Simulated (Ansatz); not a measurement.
A relaxation computed with Ansatz, from input to last step.

```yaml
crystal:
  lattice:
    - [4.3411625939, 0.0, 0.0]
    - [0.0, 4.3411625939, 0.0]
    - [0.0, 0.0, 5.4854364298]
  atoms:
    - { symbol: K, position: [0.0, 0.5, 0.2351] }
    - { symbol: K, position: [0.5, 0.0, 0.7649] }
    - { symbol: Ru, position: [0.0, 0.0, 0.0] }
    - { symbol: Ru, position: [0.5, 0.5, 0.0] }
basis:
  ecutwfc: 420
kpoints:
  mp_grid: { grid: [4, 4, 4] }
hamiltonian:
  xc: pbe
scf:
  occupations: { method: gaussian, width: 0.1 }
  lower_state_search: "off"
output:
  forces: true
  stress: true
  eigenvalues: true
relax:
  adjacent_minimum: "off"
  f_tol: 0.04
  max_steps: 70
  cell: { stress_tol: 0.4 }
```

```bash
ansatz run input.yaml --threads 1 --pin off --max-ram 2560MiB --backend cpu --events-out ev --progress --plain --runs-dir out
```

The calculation used DFT PBE, scalar-relativistic, plane waves, PAW in Ansatz 0.2.0.

Of 29 frames 10 are shown, positions in Å and forces in eV/Å; the SCF threshold varies from step to step. Steps run on the plane waves of an earlier cell, with a Pulay correction in the pressure. The basis is chosen afresh for the last frame, the zero of the energies, and at times for earlier ones too; energy and pressure step there, also at an unchanged geometry. Here that happened at steps 11 (-42 meV/atom, 2.3 GPa), 21 (-50 meV/atom, 2.4 GPa), 27 (-2 meV/atom, 0.2 GPa); the frames before carry an error of that size.

```xyz
4
Lattice="4.3412 0.0000 0.0000 0.0000 4.3412 0.0000 0.0000 0.0000 5.4854" Properties=species:S:1:pos:R:3:forces:R:3 pbc="T T T" step=1 free_energy_over_end_meV_per_atom=2000.63 pressure_GPa=9.46
K     0.0000    2.1706    1.2896    0.0000    0.0000    3.6456
K     2.1706    0.0000    4.1958    0.0000    0.0000   -3.6456
Ru    0.0000    0.0000    0.0000    0.0000    0.0000    0.0000
Ru    2.1706    2.1706    0.0000    0.0000    0.0000    0.0000
4
Lattice="4.2590 0.0000 0.0000 0.0000 4.2590 0.0000 0.0000 0.0000 5.8696" Properties=species:S:1:pos:R:3:forces:R:3 pbc="T T T" step=4 free_energy_over_end_meV_per_atom=966.68 pressure_GPa=-2.05
K     0.0000    2.1295    2.0054    0.0000    0.0000    1.7284
K     2.1295    0.0000    3.8642    0.0000    0.0000   -1.7284
Ru    0.0000    0.0000    0.0000    0.0000    0.0000    0.0000
Ru    2.1295    2.1295    0.0000    0.0000    0.0000    0.0000
4
Lattice="3.7027 0.0000 0.0000 0.0000 3.7027 0.0000 0.0000 0.0000 6.4165" Properties=species:S:1:pos:R:3:forces:R:3 pbc="T T T" step=7 free_energy_over_end_meV_per_atom=458.99 pressure_GPa=0.41
K     0.0000    1.8514    2.5408    0.0000    0.0000   -0.3913
K     1.8514    0.0000    3.8758    0.0000    0.0000    0.3913
Ru    0.0000    0.0000    0.0000    0.0000    0.0000    0.0000
Ru    1.8514    1.8514    0.0000    0.0000    0.0000    0.0000
4
Lattice="3.6418 0.0000 0.0000 0.0000 3.6418 0.0000 0.0000 0.0000 6.9934" Properties=species:S:1:pos:R:3:forces:R:3 pbc="T T T" step=10 free_energy_over_end_meV_per_atom=411.93 pressure_GPa=-0.04
K     0.0000    1.8209    2.4852    0.0000    0.0000   -0.0150
K     1.8209    0.0000    4.5082    0.0000    0.0000    0.0150
Ru    0.0000    0.0000    0.0000    0.0000    0.0000    0.0000
Ru    1.8209    1.8209    0.0000    0.0000    0.0000    0.0000
4
Lattice="3.6141 0.0000 0.0000 0.0000 3.6141 0.0000 0.0000 0.0000 7.5353" Properties=species:S:1:pos:R:3:forces:R:3 pbc="T T T" step=13 free_energy_over_end_meV_per_atom=296.83 pressure_GPa=2.19
K     0.0000    1.8070    2.5322    0.0000    0.0000    0.0130
K     1.8070    0.0000    5.0031    0.0000    0.0000   -0.0130
Ru    0.0000    0.0000    0.0000    0.0000    0.0000    0.0000
Ru    1.8070    1.8070    0.0000    0.0000    0.0000    0.0000
4
Lattice="3.5182 0.0000 0.0000 0.0000 3.5182 0.0000 0.0000 0.0000 8.6035" Properties=species:S:1:pos:R:3:forces:R:3 pbc="T T T" step=17 free_energy_over_end_meV_per_atom=133.58 pressure_GPa=1.19
K     0.0000    1.7591    2.7033    0.0000    0.0000    0.0462
K     1.7591    0.0000    5.9003    0.0000    0.0000   -0.0462
Ru    0.0000    0.0000    0.0000    0.0000    0.0000    0.0000
Ru    1.7591    1.7591    0.0000    0.0000    0.0000    0.0000
4
Lattice="3.5019 0.0000 0.0000 0.0000 3.5019 0.0000 0.0000 0.0000 8.8443" Properties=species:S:1:pos:R:3:forces:R:3 pbc="T T T" step=20 free_energy_over_end_meV_per_atom=124.07 pressure_GPa=0.00
K     0.0000    1.7510    2.7599    0.0000    0.0000   -0.0127
K     1.7510    0.0000    6.0844    0.0000    0.0000    0.0127
Ru    0.0000    0.0000    0.0000    0.0000    0.0000    0.0000
Ru    1.7510    1.7510    0.0000    0.0000    0.0000    0.0000
4
Lattice="3.5003 0.0000 0.0000 0.0000 3.5003 0.0000 0.0000 0.0000 9.1796" Properties=species:S:1:pos:R:3:forces:R:3 pbc="T T T" step=23 free_energy_over_end_meV_per_atom=39.34 pressure_GPa=1.43
K     0.0000    1.7502    2.8180    0.0000    0.0000   -0.0183
K     1.7502    0.0000    6.3616    0.0000    0.0000    0.0183
Ru    0.0000    0.0000    0.0000    0.0000    0.0000    0.0000
Ru    1.7502    1.7502    0.0000    0.0000    0.0000    0.0000
4
Lattice="3.4864 0.0000 0.0000 0.0000 3.4864 0.0000 0.0000 0.0000 9.9592" Properties=species:S:1:pos:R:3:forces:R:3 pbc="T T T" step=26 free_energy_over_end_meV_per_atom=3.47 pressure_GPa=0.11
K     0.0000    1.7432    2.9282    0.0000    0.0000   -0.0047
K     1.7432    0.0000    7.0310    0.0000    0.0000    0.0047
Ru    0.0000    0.0000    0.0000    0.0000    0.0000    0.0000
Ru    1.7432    1.7432    0.0000    0.0000    0.0000    0.0000
4
Lattice="3.4878 0.0000 0.0000 0.0000 3.4878 0.0000 0.0000 0.0000 10.0843" Properties=species:S:1:pos:R:3:forces:R:3 pbc="T T T" step=29 free_energy_over_end_meV_per_atom=0.00 pressure_GPa=0.07
K     0.0000    1.7439    2.9393    0.0000    0.0000   -0.0036
K     1.7439    0.0000    7.1450    0.0000    0.0000    0.0036
Ru    0.0000    0.0000    0.0000    0.0000    0.0000    0.0000
Ru    1.7439    1.7439    0.0000    0.0000    0.0000    0.0000
```

The start puts this composition into another compound's structure type, which needn't suit it. At the end the space group is P4/nmm (tolerance 0.05 Å).

It took 86 s on 1 thread of Arm Neoverse V2, with other jobs on the host, peak memory 0.38 GiB.

The k mesh is coarse.